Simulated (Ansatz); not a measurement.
Ba2H6Os:
```xyz
9
Lattice="0.0000 4.0282 4.0282 4.0282 0.0000 4.0282 4.0282 4.0282 0.0000" Properties=species:S:1:pos:R:3 pbc="T T T"
Ba     6.0423     6.0423     6.0423
Ba     2.0141     2.0141     2.0141
H      4.0282     4.0282     6.3243
H      4.0282     4.0282     1.7321
H      6.3243     4.0282     4.0282
H      1.7321     4.0282     4.0282
H      4.0282     6.3243     4.0282
H      4.0282     1.7321     4.0282
Os     0.0000     0.0000     0.0000
```

Relaxed with r²SCAN. Special points in fractions of this cell's reciprocal vectors: Γ (0.000, 0.000, 0.000); X (0.500, 0.000, 0.500); U (0.625, 0.250, 0.625); K (0.375, 0.375, 0.750); L (0.500, 0.500, 0.500); W (0.500, 0.250, 0.750).

Task: List the band energies nearest the valence-band maximum at these points for the program Ansatz at the r²SCAN level (PAW).

Result: In eV from the valence-band maximum; about four levels below and three above (degenerate sets whole), none deeper than 8.9 eV; points with the same levels are listed once.

```json
[
 {"k": "Γ", "below": "-3.01 -3.01 -3.01 0.00 0.00 0.00", "above": "3.30 3.35 3.35"},
 {"k": "X", "below": "-1.87 -1.87 -0.66 -0.29 -0.29", "above": "2.25 2.70 3.95"},
 {"k": "U", "below": "-1.93 -0.45 -0.33 -0.28", "above": "2.33 3.19 3.85"},
 {"k": "L", "below": "-2.25 -2.25 -0.47 -0.21 -0.21", "above": "3.60 3.88 3.88"},
 {"k": "W", "below": "-1.93 -0.39 -0.39 -0.27", "above": "2.26 3.47 3.47"}
]
```

Space group Fm-3m. The workflow started from a Materials Project entry (that database holds measured and hypothetical structures alike); the Crystallography Open Database copy checked does not list it. Its standing as an ambient phase is unchecked. The cell was relaxed with r²SCAN under the symmetry of its start; its stability against distortions is not shown here. The run is not spin-polarised. Spin–orbit coupling is left out wherever it is not named.

Potentials: the later of the program's two PAW sets.
